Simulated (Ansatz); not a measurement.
K:
```yaml
crystal:
  lattice:
    - [4.66414, 0.00000, 0.00000]
    - [-2.33207, 4.03926, 0.00000]
    - [0.00000, 0.00000, 15.09513]
  atoms:
    - { symbol: K, position: [0.00000, 0.00000, 0.00000] }
    - { symbol: K, position: [0.00000, 0.00000, 0.50000] }
    - { symbol: K, position: [0.33333, 0.66667, 0.75000] }
    - { symbol: K, position: [0.66667, 0.33333, 0.25000] }
```

Relaxed with PBEsol. Special points in fractions of this cell's reciprocal vectors: Γ (0.000, 0.000, 0.000); M (0.500, 0.000, 0.000); K (0.333, 0.333, 0.000); A (0.000, 0.000, 0.500); L (0.500, 0.000, 0.500); H (0.333, 0.333, 0.500).

Q: List the band energies nearest the Fermi level at these points for the program Ansatz at the PBEsol level (PAW).

A: In eV from the Fermi level; about four levels below and three above (degenerate sets whole), none deeper than 8.9 eV; points with the same levels are listed once.

```
k                    below                above
-  -----------------------  -------------------
Γ        -2.19 -1.45 -1.45       0.36 0.61 2.81
M                        –       0.15 0.22 0.64
K                        –       0.82 0.82 0.87
A  -2.00 -2.00 -0.59 -0.59  1.67 1.67 3.82 3.82
L                        –  0.28 0.28 0.39 0.39
H                        –  0.90 0.90 1.00 1.00
```

Space group P6_3/mmc (dhcp (α-La type)). The workflow started from a Materials Project entry (that database holds measured and hypothetical structures alike); the Crystallography Open Database copy checked does not list it. It is not the phase usual at ambient conditions (space group No. 229). The cell was relaxed with PBEsol under the symmetry of its start; its stability against distortions is not shown here.

Potentials: the later of the program's two PAW sets.
